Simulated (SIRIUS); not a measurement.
SIRIUS run on BaTiO₃ (Pm-3m, 5 atoms in the cell; from Materials Project mp-2998, changed as shown): self-consistent single point.

All values come from this method and carry its errors: PBE, PseudoDojo 0.5 standard norm-conserving PBE (tails mended) pseudopotentials (plane waves; SIRIUS).

The change in words: lattice scaled by 0.98. Reference geometry (Pm-3m):
```
CELL_PARAMETERS angstrom
      4.00768     0.00000     0.00000
      0.00000     4.00768     0.00000
      0.00000     0.00000     4.00768
ATOMIC_POSITIONS crystal
  Ba 0.50000 0.50000 0.50000
  Ti 0.00000 0.00000 0.00000
  O  0.50000 0.00000 0.00000
  O  0.00000 0.50000 0.00000
  O  0.00000 0.00000 0.50000
```

Reference input (self-consistent single point, DFT, PBE, plane waves, PseudoDojo 0.5 standard norm-conserving PBE (tails mended) pseudopotentials): parameters.ngridk = 8 8 8; parameters.xc_functionals = [XC_GGA_X_PBE, XC_GGA_C_PBE]; parameters.gk_cutoff = 9.165 1/bohr; parameters.pw_cutoff = 18.331 1/bohr; parameters.smearing = fermi_dirac; parameters.smearing_width = 0.00183747 Ha; potentials = PseudoDojo 0.5 standard norm-conserving PBE (tails mended) pseudopotentials; parameters.electronic_structure_method = pseudopotential; parameters.num_bands = 24; parameters.num_mag_dims = 0; parameters.num_dft_iter = 100; parameters.energy_tol = 1e-07 Ha. This run's input differs from it in these lines:

```diff
@@ -32,5 +32,5 @@
     "lattice_vectors": [
-      [7.5734175951, 0.0, 0.0],
-      [0.0, 7.5734175951, 0.0],
-      [0.0, 0.0, 7.5734175951]
+      [7.4219484873, 0.0, 0.0],
+      [0.0, 7.4219484873, 0.0],
+      [0.0, 0.0, 7.4219484873]
     ],
@@ -45,3 +45,3 @@
       "Ba": [
-        [3.7867087976, 3.7867087976, 3.7867087976]
+        [3.7109742437, 3.7109742437, 3.7109742437]
       ],
@@ -51,5 +51,5 @@
       "O": [
-        [3.7867087976, 0.0, 0.0],
-        [0.0, 3.7867087976, 0.0],
-        [0.0, 0.0, 3.7867087976]
+        [3.7109742437, 0.0, 0.0],
+        [0.0, 3.7109742437, 0.0],
+        [0.0, 0.0, 3.7109742437]
       ]
```

Log, with long lists cut:

```
[find] density tolerance         : 1e-06
[find] total energy tolerance    : 1e-07
[find] iter_solver_tol (initial) : 0.01
[find] iter_solver_tol (target)  : 1e-13
[find] num_dft_iter              : 100
Charges and magnetic moments
--------------------------------------------------------------------------------
total charge          : 40.000000
[find] | SCF iteration   0 out of 100|
[diagonalize] iterative solver tolerance (occupied, empty): 0.01 0.01
[diagonalize] average number of iterations: 1.74286
[find] Charges and magnetic moments
[find] total charge          : 40.000000
[find] Energy
   [... lines left out ...]

[find] Charges and magnetic moments
[find] total charge          : 40.000000
[find] Energy
[find] smearing (-TS)                 :      -0.00000000
[find] Total energy                   :    -137.29207185 (Ha),    -274.58414370 (Ry)
[find] Free energy (E-TS)             :    -137.29207185 (Ha),    -274.58414370 (Ry)
[find] band gap (eV)                  :       1.94938389
[find] Efermi                         :       0.44715897
[find] iteration : 31, RMS (target) : 5.5115e-07 (1.0000e-06) , energy difference (target) : -3.4589e-11 (1.0000e-07)
[find] bands are converged : true
[find] iterative solver converged : false
[find] converged after 32 SCF iterations!
[find] Charges and magnetic moments
[find] total charge          : 40.000000
[find] Energy
[find] smearing (-TS)                 :      -0.00000000
[find] Total energy                   :    -137.29207185 (Ha),    -274.58414370 (Ry)
[find] Free energy (E-TS)             :    -137.29207185 (Ha),    -274.58414370 (Ry)
[find] band gap (eV)                  :       1.94938389
[find] Efermi                         :       0.44715897
[ground_state] === stress tensor components [kbar] ===
[ground_state] === stress_total ===
[ground_state]  -126.483067    0.000000    0.000000
[ground_state]     0.000000 -126.483067    0.000000
[ground_state]     0.000000    0.000000 -126.483067
[ground_state] ==== total Forces in Ha/bohr =====
[ground_state] atom:    0, force:       0.0000000      0.0000000      0.0000000
   [... zero for the other atoms too ...]
```

The run converged in 32 iterations. SIRIUS prints the stress tensor with tension positive. Against the reference run the free energy rises by 30.9 meV/atom, the pressure goes from 1.00 to 12.65 GPa and the gap on the mesh goes from 1.819 to 1.949 eV.

The structure comes from a collection of computed structures, made at another level of theory; the collection holds predicted forms beside known ones.

Cost on one core: about 4 core-minutes (a rough figure).

The gap that the log prints is read on the run's mesh, which can miss the band edges or a crossing.

“Tails mended”: in these copies of the files the far tail of each local potential was reset to the Coulomb form.
